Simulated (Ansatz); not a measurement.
## K2LiAlF6, a database entry at a rescaled volume

```
K Li Al F
1.0
     0.00000    3.95473    3.95473
     3.95473    0.00000    3.95473
     3.95473    3.95473    0.00000
K Li Al F
2 1 1 6
Direct
  0.25000 0.25000 0.25000
  0.75000 0.75000 0.75000
  0.50000 0.50000 0.50000
  0.00000 0.00000 0.00000
  0.76890 0.23110 0.23110
  0.23110 0.76890 0.23110
  0.23110 0.76890 0.76890
  0.76890 0.23110 0.76890
  0.23110 0.23110 0.76890
  0.76890 0.76890 0.23110
```

The numbers come from plane-wave PAW DFT (Ansatz): r2SCAN, no spin polarisation, 500 eV, 6×6×6 Γ-centred k points, fermi-dirac occupations (width 0.1 eV). Nothing was relaxed.

Is the cell too large or too small?

The pressure is -2.0 GPa (compression positive), so with the atoms held at these fractions the cell would first shrink.

Are the atoms at rest?

Nearly at rest: the largest force is 0.025 eV/Å.

How is the charge shared?

Bader charges in e: K +0.89, Li +0.93, Al +2.63, F -0.89. In the mean Al gives up most and F takes most.

Is it stable against the elements?

-3.49 eV an atom against the elements' usual phases (free molecules for gases, crystals otherwise, with no correction for O₂ or N₂), so it is bound against them; other compounds may still compete. Relaxing would lower it.

What is the band gap?

The gap is 8.62 eV, direct at the points sampled.

Origin: a database entry at a rescaled volume.
